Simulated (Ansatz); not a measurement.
HfGeO₃ in space group P4mm (No. 99; Hf on 1b, Ge on 1a, O on 2c, O on 1b), PBEsol in the plane-wave PAW code Ansatz. The conduction-band minimum lies at Z, with 1 equivalent valley. Second derivatives d²E/dk² of the lowest band at one valley (eV·Å²), along Cartesian directions:

| direction | d²E/dk² |
|---|---|
| [100] | 13.11 |
| [010] | 13.11 |
| [001] | 16.13 |
| [110] | 13.11 |
| [101] | 14.62 |
| [011] | 14.62 |

Find the principal effective masses, the density-of-states mass and the conductivity mass.

Off-diagonal terms follow from H_xy = H[110] − (H_xx + H_yy)/2, and m*/mₑ = 7.620 eV·Å² over each eigenvalue: 0.47, 0.58, 0.58. One valley's DOS mass (m₁m₂m₃)^(1/3) = 0.54, conductivity mass 3/(Σ 1/mᵢ) = 0.54 mₑ.

What effective density of states Nc follows at 300 K for parabolic valleys?

Nc = 2.509e19 × 1 × (0.54)^(3/2) ≈ 1.0e19 cm⁻³.

The start of the workflow was typed in or built on a structure type; neither database checked (COD, Materials Project) lists it. Its standing as an ambient phase is unchecked. The PBEsol relaxation kept the symmetry of its start; whether a distortion lowers the energy is not shown. The run is not spin-polarised. Scalar-relativistic: spin–orbit coupling is off unless named, which matters more the heavier the elements.

Potentials: the later of the program's two PAW sets.

Edges and masses are those of Kohn–Sham bands, whose gap is no quasiparticle gap.
